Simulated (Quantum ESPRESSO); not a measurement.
Zr3Pd2W2Ta, finding a planted mistake in a log

Simulated, not a measurement. The program is pw.x of Quantum ESPRESSO 7.5 (plane-wave density functional theory). The cell is made up: eight metal atoms on a face-centred cubic lattice, with elements, volume, strain and displacements drawn at random and not relaxed, so it may be unstable or far from any real phase. PseudoDojo standard norm-conserving files set the functional (PBE unless stated); there is no spin polarisation or spin-orbit coupling, the Fermi-Dirac width of 0.25 eV means electrons at about 2900 K, and the masses in the input are unused placeholders. Heavy elements are run without spin-orbit coupling, which real alloys of them have. A spin test at this wide smearing found no moment, but such smearing suppresses magnetism that the real alloy may have.

Intended input:

```
&control calculation='scf', pseudo_dir='./dojo.nc.sr.pbe.v0_5.standard.upf', outdir='./o', disk_io='minimal', tprnfor=.true., tstress=.true. /
&system ibrav=0, nat=8, ntyp=4, nbnd=75, ecutwfc=82.02448710, nosym=.true., tot_charge=0,
 occupations='smearing', smearing='fd', degauss=0.0183746611
/
&electrons conv_thr=1.470e-08, electron_maxstep=70, mixing_beta=0.5 /
ATOMIC_SPECIES
Pd 1.0 Pd.upf
Ta 1.0 Ta.upf
W 1.0 W.upf
Zr 1.0 Zr.upf
CELL_PARAMETERS angstrom
-0.0149 4.1003 0.0451
-4.1829 -0.0303 -4.2137
-4.0868 0.06 4.1176
ATOMIC_POSITIONS angstrom
Zr -0.0985 -0.0579 0.1539
Zr -2.0381 0.0734 2.07
Pd -2.1721 -0.1257 -2.074
W -4.2127 0.098 -0.1444
W -1.917 2.0605 0.2125
Ta -4.1869 2.0519 2.0588
Pd -4.1479 1.9934 -2.1014
Zr -6.2484 1.9841 -0.0135
K_POINTS automatic
6 4 4 1 1 1
```

The log is shortened where brackets say so; the opening notice, blank lines, dates and the lines on written files are dropped, and the path of the files is cut. It prints rydbergs, bohrs and kilobars, and counts compression as positive stress. Its total energy is the free energy E - TS of the whole cell.

Log of the intended run:

```
     Program PWSCF v.7.5
     Parallel version (MPI & OpenMP), running on       4 processor cores
     Number of MPI processes:                 4
     Threads/MPI process:                     1
     [start-up lines left out]
     bravais-lattice index     =            0
     lattice parameter (alat)  =       7.7490  a.u.
     unit-cell volume          =     952.9469 (a.u.)^3
     number of atoms/cell      =            8
     number of atomic types    =            4
     number of electrons       =       113.00
     number of Kohn-Sham states=           75
     kinetic-energy cutoff     =      82.0245  Ry
     charge density cutoff     =     328.0979  Ry
     scf convergence threshold =      1.5E-08
     mixing beta               =       0.5000
     number of iterations used =            8  plain     mixing
     Exchange-correlation= PBE
                           (   1   4   3   4   0   0   0)
     [axes and pseudopotential details left out]
   Cartesian axes
     site n.     atom                  positions (alat units)
         1        Zr     tau(   1) = (  -0.0240210  -0.0141200   0.0375313  )
         2        Zr     tau(   2) = (  -0.4970278   0.0178999   0.5048072  )
         3        Pd     tau(   3) = (  -0.5297062  -0.0306542  -0.5057827  )
         4        W      tau(   4) = (  -1.0273437   0.0238991  -0.0352146  )
         5        W      tau(   5) = (  -0.4674954   0.5024905   0.0518220  )
         6        Ta     tau(   6) = (  -1.0210519   0.5003932   0.5020759  )
         7        Pd     tau(   7) = (  -1.0115410   0.4861269  -0.5124647  )
         8        Zr     tau(   8) = (  -1.5237863   0.4838590  -0.0032922  )
     number of k points=    48  Fermi-Dirac smearing, width (Ry)=  0.0184
                       cart. coord. in units 2pi/alat
        k(    1) = (  -0.1236723   0.0828837   0.0005282), wk =   0.0416667
        k(    2) = (  -0.2490896   0.0810584   0.1250419), wk =   0.0416667
     [further k points left out]
     Dense  grid:    95657 G-vectors     FFT dimensions: (  45,  72,  64)
     Estimated max dynamical RAM per process >     344.49 MB
     Estimated total dynamical RAM >       1.28 GB
     Initial potential from superposition of free atoms
     starting charge     112.9906, renormalised to     113.0000
     Starting wfcs are   78 randomized atomic wfcs
     total cpu time spent up to now is        5.0 secs
     per-process dynamical memory:   267.2 Mb
     Self-consistent Calculation
     iteration #  1     ecut=    82.02 Ry     beta= 0.50
     Davidson diagonalization with overlap
     ethr =  1.00E-02,  avg # of iterations =  2.9
     total cpu time spent up to now is       16.4 secs
     total energy              =   -1261.82848802 Ry
     estimated scf accuracy    <      26.61746476 Ry
     iteration #  2     ecut=    82.02 Ry     beta= 0.50
     Davidson diagonalization with overlap
     ethr =  1.00E-02,  avg # of iterations =  3.1
     total cpu time spent up to now is       30.2 secs
     total energy              =   -1273.27116061 Ry
     estimated scf accuracy    <      89.90498443 Ry
     [iterations 3 to 19 left out]
     iteration # 20     ecut=    82.02 Ry     beta= 0.50
     Davidson diagonalization with overlap
     ethr =  1.15E-10,  avg # of iterations =  1.5
     total cpu time spent up to now is      216.5 secs
     total energy              =   -1279.23736531 Ry
     estimated scf accuracy    <       0.00000003 Ry
     iteration # 21     ecut=    82.02 Ry     beta= 0.50
     Davidson diagonalization with overlap
     ethr =  2.73E-11,  avg # of iterations =  2.0
     total cpu time spent up to now is      225.9 secs
     End of self-consistent calculation
     [lines on levels left out]
!    total energy              =   -1279.23736531 Ry
     estimated scf accuracy    <          4.0E-09 Ry
     smearing contrib. (-TS)   =      -0.12532203 Ry
     internal energy E=F+TS    =   -1279.11204328 Ry
     The total energy is F=E-TS. E is the sum of the following terms:
     one-electron contribution =    -320.02504875 Ry
     hartree contribution      =     222.72392730 Ry
     xc contribution           =    -241.03057200 Ry
     ewald contribution        =    -940.78034983 Ry
     convergence has been achieved in  21 iterations
     Forces acting on atoms (cartesian axes, Ry/au):
     atom    1 type  4   force =     0.02439359    0.00344879   -0.02997581
     atom    2 type  4   force =    -0.03182369   -0.03302391    0.00229147
     atom    3 type  1   force =     0.01766868    0.01230055    0.02764082
     atom    4 type  3   force =     0.08002141   -0.02970240    0.04371254
     atom    5 type  3   force =    -0.10437205   -0.00100500   -0.08339119
     atom    6 type  2   force =    -0.03457200    0.00738951   -0.04162612
     atom    7 type  1   force =     0.03372776    0.00812834    0.05244768
     atom    8 type  4   force =     0.01495630    0.03246413    0.02890061
     Total force =     0.202328     Total SCF correction =     0.000302
     Computing stress (Cartesian axis) and pressure
          total   stress  (Ry/bohr**3)                   (kbar)     P=       94.39
   0.00064418   0.00005659  -0.00006825           94.76        8.33      -10.04
   0.00005659   0.00059870  -0.00010599            8.33       88.07      -15.59
  -0.00006825  -0.00010599   0.00068216          -10.04      -15.59      100.35
     init_run     :      4.74s CPU      4.92s WALL (       1 calls)
     electrons    :    216.11s CPU    220.89s WALL (       1 calls)
     forces       :      1.81s CPU      1.83s WALL (       1 calls)
     stress       :      6.10s CPU      6.22s WALL (       1 calls)
     [timing details left out]
     PWSCF        :   3m48.82s CPU   3m53.98s WALL
     JOB DONE.
```

A second run was made from an input with one planted mistake. Its log:

```
     Program PWSCF v.7.5
     Parallel version (MPI & OpenMP), running on       4 processor cores
     Number of MPI processes:                 4
     Threads/MPI process:                     1
     [start-up lines left out]
     bravais-lattice index     =            0
     lattice parameter (alat)  =       7.7490  a.u.
     unit-cell volume          =     952.9469 (a.u.)^3
     number of atoms/cell      =            8
     number of atomic types    =            4
     number of electrons       =       113.00
     number of Kohn-Sham states=           75
     kinetic-energy cutoff     =      82.0245  Ry
     charge density cutoff     =     328.0979  Ry
     scf convergence threshold =      1.5E-08
     mixing beta               =       0.5000
     number of iterations used =            8  plain     mixing
     Exchange-correlation= SLA  PW   NOGX NOGC
                           (   1   4   0   0   0   0   0)
     [axes and pseudopotential details left out]
   Cartesian axes
     site n.     atom                  positions (alat units)
         1        Zr     tau(   1) = (  -0.0240210  -0.0141200   0.0375313  )
         2        Zr     tau(   2) = (  -0.4970278   0.0178999   0.5048072  )
         3        Pd     tau(   3) = (  -0.5297062  -0.0306542  -0.5057827  )
         4        W      tau(   4) = (  -1.0273437   0.0238991  -0.0352146  )
         5        W      tau(   5) = (  -0.4674954   0.5024905   0.0518220  )
         6        Ta     tau(   6) = (  -1.0210519   0.5003932   0.5020759  )
         7        Pd     tau(   7) = (  -1.0115410   0.4861269  -0.5124647  )
         8        Zr     tau(   8) = (  -1.5237863   0.4838590  -0.0032922  )
     number of k points=    48  Fermi-Dirac smearing, width (Ry)=  0.0184
                       cart. coord. in units 2pi/alat
        k(    1) = (  -0.1236723   0.0828837   0.0005282), wk =   0.0416667
        k(    2) = (  -0.2490896   0.0810584   0.1250419), wk =   0.0416667
     [further k points left out]
     Dense  grid:    95657 G-vectors     FFT dimensions: (  45,  72,  64)
     Estimated max dynamical RAM per process >     344.49 MB
     Estimated total dynamical RAM >       1.28 GB
     Initial potential from superposition of free atoms
     starting charge     112.9922, renormalised to     113.0000
     Starting wfcs are   78 randomized atomic wfcs
     total cpu time spent up to now is        4.9 secs
     per-process dynamical memory:   267.2 Mb
     Self-consistent Calculation
     iteration #  1     ecut=    82.02 Ry     beta= 0.50
     Davidson diagonalization with overlap
     ethr =  1.00E-02,  avg # of iterations =  3.0
     total cpu time spent up to now is       16.0 secs
     total energy              =   -1261.31583186 Ry
     estimated scf accuracy    <      25.39149511 Ry
     iteration #  2     ecut=    82.02 Ry     beta= 0.50
     Davidson diagonalization with overlap
     ethr =  1.00E-02,  avg # of iterations =  3.1
     total cpu time spent up to now is       29.5 secs
     total energy              =   -1272.01292999 Ry
     estimated scf accuracy    <      87.34547531 Ry
     [iterations 3 to 18 left out]
     iteration # 19     ecut=    82.02 Ry     beta= 0.50
     Davidson diagonalization with overlap
     ethr =  1.42E-10,  avg # of iterations =  1.5
     total cpu time spent up to now is      202.9 secs
     total energy              =   -1277.93438085 Ry
     estimated scf accuracy    <       0.00000007 Ry
     iteration # 20     ecut=    82.02 Ry     beta= 0.50
     Davidson diagonalization with overlap
     ethr =  6.27E-11,  avg # of iterations =  1.8
     total cpu time spent up to now is      212.2 secs
     End of self-consistent calculation
     [lines on levels left out]
!    total energy              =   -1277.93438085 Ry
     estimated scf accuracy    <       0.00000001 Ry
     smearing contrib. (-TS)   =      -0.12604330 Ry
     internal energy E=F+TS    =   -1277.80833755 Ry
     The total energy is F=E-TS. E is the sum of the following terms:
     one-electron contribution =    -322.12348717 Ry
     hartree contribution      =     222.55715549 Ry
     xc contribution           =    -237.46165604 Ry
     ewald contribution        =    -940.78034983 Ry
     convergence has been achieved in  20 iterations
     Forces acting on atoms (cartesian axes, Ry/au):
     atom    1 type  4   force =     0.01804308    0.00198562   -0.02464243
     atom    2 type  4   force =    -0.02678921   -0.02910800   -0.00187391
     atom    3 type  1   force =     0.01501072    0.00979116    0.02653703
     atom    4 type  3   force =     0.07538839   -0.02369332    0.03842817
     atom    5 type  3   force =    -0.09423050   -0.00044047   -0.07570847
     atom    6 type  2   force =    -0.03579916    0.00617545   -0.04275350
     atom    7 type  1   force =     0.03018435    0.00600735    0.04776070
     atom    8 type  4   force =     0.01819232    0.02928221    0.03225240
     Total force =     0.185655     Total SCF correction =     0.000546
     Computing stress (Cartesian axis) and pressure
          total   stress  (Ry/bohr**3)                   (kbar)     P=      -19.02
  -0.00012909   0.00005451  -0.00005939          -18.99        8.02       -8.74
   0.00005451  -0.00016662  -0.00009119            8.02      -24.51      -13.42
  -0.00005939  -0.00009119  -0.00009220           -8.74      -13.42      -13.56
     init_run     :      4.59s CPU      4.73s WALL (       1 calls)
     electrons    :    203.49s CPU    207.35s WALL (       1 calls)
     forces       :      1.80s CPU      1.80s WALL (       1 calls)
     stress       :      6.26s CPU      6.26s WALL (       1 calls)
     [timing details left out]
     PWSCF        :   3m36.26s CPU   3m40.31s WALL
     JOB DONE.
```

Question: the log repeats what the program read. Compare it with the intended run: what was wrong in the second input?

Answer: the files are those of another functional. The input lines that differ:

```
- &control calculation='scf', pseudo_dir='./dojo.nc.sr.pbe.v0_5.standard.upf', outdir='./o', disk_io='minimal', tprnfor=.true., tstress=.true. /
+ &control calculation='scf', pseudo_dir='./dojo.nc.sr.lda.v0_4_1.standard.upf', outdir='./o', disk_io='minimal', tprnfor=.true., tstress=.true. /
```

|  | intended run | run with the mistake |
| --- | --- | --- |
| free energy (eV) | -17404.911 | -17387.183 |
| entropy term -TS, part of it (eV) | -1.705 | -1.715 |
| pressure (GPa) | 9.44 | -1.90 |
| size of the largest force component (eV/Å) | 2.684 | 2.423 |
| largest change of a force component (eV/Å) |  | 0.261 |
| iterations | 21 | 20 |

For scale, a rerun of the intended cell at a higher cutoff and on a denser mesh moved values by no more than 0.004 eV in energy, 0.08 GPa in stress and 0.010 eV/Å in force, and a second program with other atomic files agreed on that cell to 2 % rms in force and 0.5 GPa in pressure. Files of another functional or element have another zero of energy, so the energy change says nothing on stability.